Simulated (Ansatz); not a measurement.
The elements of this relaxed trial crystal are hidden behind letters.

```
lattice vectors (Å)
   4.6543    0.0000    0.0000
   0.0000    4.6543    0.0000
   0.0000    0.0000    4.6543
fractional positions
X 0.5000 0.0000 0.0000
X 0.0000 0.5000 0.0000
X 0.0000 0.0000 0.5000
Z 0.7452 0.7452 0.7452
Z 0.2548 0.2548 0.7452
Z 0.2548 0.7452 0.2548
Z 0.7452 0.2548 0.2548
Z 0.7452 0.7452 0.2548
Z 0.2548 0.2548 0.2548
Z 0.7452 0.2548 0.7452
Z 0.2548 0.7452 0.7452
```

These are results of DFT PBE, scalar-relativistic, plane waves, PAW (Ansatz 0.2.0), not measurements. Settings of the last relaxation (11-atom cell): 420 eV, 8×8×8 k points, Gaussian smearing of 0.10 eV, no spin polarisation.

```
Space group                               : Pm-3m (No. 221)
Conventional cell                         : a = 4.654 Å
Volume per atom                           : 9.17 Å³
Density                                   : 8.95 g/cm³
Energy over the elements                  : −0.35 eV/atom
Gap on the 8×8×8 mesh of the 11-atom cell : 0 eV (a metal)
```

Energies are uncorrected and count from the elements' standard states at the same level.

Question: X is a d-block element of period 6 and Z is an s-block element of period 1. Which elements are they?

Answer: X = Hf, Z = H, so the formula is Hf3H8. Density times volume gives a mean mass of 8.95 × 9.17/1.6605 = 49.4 u per atom, and this set has 49.4 u. Among the elements that the hints allow, only these give it. Hf has 8 H at 2.03 Å; around H lie 3 Hf at 2.03 Å and 6 H at 2.28–2.37 Å.

These runs have no spin–orbit coupling, which can matter for Hf. A later test with randomly moved atoms came back to the same energy, though modes that don't fit the test's cell weren't probed.
